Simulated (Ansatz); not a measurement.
TaAgO₃:
```yaml
crystal:
  lattice:
    - [2.76081, 1.59395, 4.58769]
    - [-2.76081, 1.59395, 4.58769]
    - [0.00000, -3.18791, 4.58769]
  atoms:
    - { symbol: Ta, position: [0.00000, 0.00000, 0.00000] }
    - { symbol: Ta, position: [0.50000, 0.50000, 0.50000] }
    - { symbol: Ag, position: [0.75000, 0.75000, 0.75000] }
    - { symbol: Ag, position: [0.25000, 0.25000, 0.25000] }
    - { symbol: O, position: [0.80790, 0.69210, 0.25000] }
    - { symbol: O, position: [0.19210, 0.30790, 0.75000] }
    - { symbol: O, position: [0.25000, 0.80790, 0.69210] }
    - { symbol: O, position: [0.75000, 0.19210, 0.30790] }
    - { symbol: O, position: [0.69210, 0.25000, 0.80790] }
    - { symbol: O, position: [0.30790, 0.75000, 0.19210] }
```

Relaxed with r²SCAN. Special points in fractions of this cell's reciprocal vectors: Γ (0.000, 0.000, 0.000); T (0.500, 0.500, 0.500); H2 (0.753, 0.247, 0.500); H0 (0.500, -0.247, 0.247); L (0.500, 0.000, 0.000); S0 (0.374, -0.374, 0.000); S2 (0.626, 0.000, 0.374); F (0.500, 0.000, 0.500).

### Question
List the band energies nearest the valence-band maximum at these points for the program Ansatz at the r²SCAN with spin–orbit coupling level (PAW).

### Answer
In eV from the valence-band maximum; about four levels below and three above (degenerate sets whole), none deeper than 8.9 eV; points with the same levels are listed once.

```tsv
k	below	above
Γ	-0.28 -0.28 -0.18 -0.18	2.30 2.30 2.32 2.32
T	-0.26 -0.26 -0.26 -0.26	3.87 3.87 3.87 3.87
H2	-0.20 -0.20 -0.17 -0.17	3.49 3.49 3.59 3.59
L	-0.07 -0.07 -0.07 -0.07	3.87 3.87 3.87 3.87
S0	-0.23 -0.23 -0.08 -0.08	2.98 2.98 4.15 4.15
F	-0.18 -0.18 -0.01 -0.01	2.25 2.25 4.24 4.24
```

Space group R-3c. The workflow started from a Materials Project entry (that database holds measured and hypothetical structures alike); the Crystallography Open Database copy checked does not list it. COD files the formula under space group No. 161. Its standing as an ambient phase is unchecked. The cell was relaxed with r²SCAN under the symmetry of its start; phonons show weakly imaginary modes. The run is not spin-polarised.

Potentials: the later of the program's two PAW sets.
